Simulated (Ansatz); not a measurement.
Cr:
```yaml
crystal:
  lattice:
    - [-1.40708, 1.40708, 1.40708]
    - [1.40708, -1.40708, 1.40708]
    - [1.40708, 1.40708, -1.40708]
  atoms:
    - { symbol: Cr, position: [0.00000, 0.00000, 0.00000] }
```

Relaxed with PBEsol. Special points in fractions of this cell's reciprocal vectors: Γ (0.000, 0.000, 0.000); H (0.500, -0.500, 0.500); N (0.000, 0.000, 0.500); P (0.250, 0.250, 0.250).

Task: List the band energies nearest the Fermi level at these points for plane-wave PAW PBEsol (Ansatz code).

Result: In eV from the Fermi level; about four levels below and three above (degenerate sets whole), none deeper than 8.9 eV; … stands for higher levels left out; points with the same levels are listed once.

```csv
k,below,above
Γ,-8.06 -0.98 -0.98 -0.98,…
H,-4.62 -4.62,2.60 2.60 2.60
N,-4.68 -2.62,1.15 1.18 1.53
P,-2.46 -2.46 -2.46,1.59 1.59 …
```

Space group Im-3m (bcc (W type)). The PBEsol relaxation kept the symmetry of its start. The workflow began spin-polarised and lost its moments. Textbook magnetic order: a spin-density-wave antiferromagnet.

Potentials: the later of the program's two PAW sets.
